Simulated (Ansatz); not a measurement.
# TiN (rock salt): scan of one atom of the cell

Relaxed TiN (rock salt):

```yaml
crystal:
  lattice:
    - [0.00000, 4.23332, 4.23332]
    - [2.11666, 0.00000, 2.11666]
    - [2.11666, 2.11666, 0.00000]
  atoms:
    - { symbol: N, position: [0.00000, 0.00000, 0.00000] }
    - { symbol: N, position: [0.50000, 0.00000, 0.00000] }
    - { symbol: Ti, position: [0.25000, 0.50000, 0.50000] }
    - { symbol: Ti, position: [0.75000, 0.50000, 0.50000] }
```

In each cell atom 4 (Ti, nearest neighbour N at 2.117 Å; its periodic images, 3.0 Å or more away, move with it) moves by s·(0.000, 0.000, 1.000) (along Cartesian z), the rest being held.

Method: r2SCAN (plane waves to 500 eV, PAW, scalar-relativistic; Ansatz, a first-principles code). k mesh 15×15×15 (Γ-centred), Fermi-Dirac smearing 0.05 eV. Energies are smeared free energies. Compression counts positive. Left out: 4 of 11 points, with atoms too close for the PAW data. With partly filled bands, energies and forces of such displacements shift with the k mesh and the smearing. F∥ is the force on the atom along that direction. F⊥ is the part of the force across the line. The PAW data are Ansatz's earlier set. TiN is run without spin polarisation. TiN was relaxed with its symmetry unable to fall. The zero of ΔE is the undisplaced structure.

```
s (Å)   ΔE (meV/cell)  F∥ (eV/Å)  |F⊥| (eV/Å)  P (GPa)
------  -------------  ---------  -----------  -------
-0.378           1018      6.972        1.436     14.0
-0.252            376      3.506        0.750      5.8
-0.126             80      1.355        0.243      1.4
0.000               0      0.000        0.000      0.0
0.126              80     -1.355        0.243      1.4
0.252             376     -3.506        0.750      5.8
0.378            1018     -6.972        1.436     14.0
```

Derived quantities:

| Quantity | Value |
|---|---|
| Energy at s = 0.378 Å | 1018 meV/cell |
| Force along the line at s = -0.378 Å | 6.97 eV/Å |
| Symmetry of the curve | even: the same for both signs |
| Shape of the curve | a single well with its minimum at or next to zero displacement |
| Force constant k = d²E/ds² at s = 0 (finite differences) | 9.70 eV/Å² |
| Harmonic estimate at the end of the scan | ½ks² = 693 meV/cell against the computed 1018 meV/cell, so the well is stiffer than harmonic there |

(A displaced cell: forces are minus the slopes of the energy, force constants its curvatures, and phonons follow from these.)
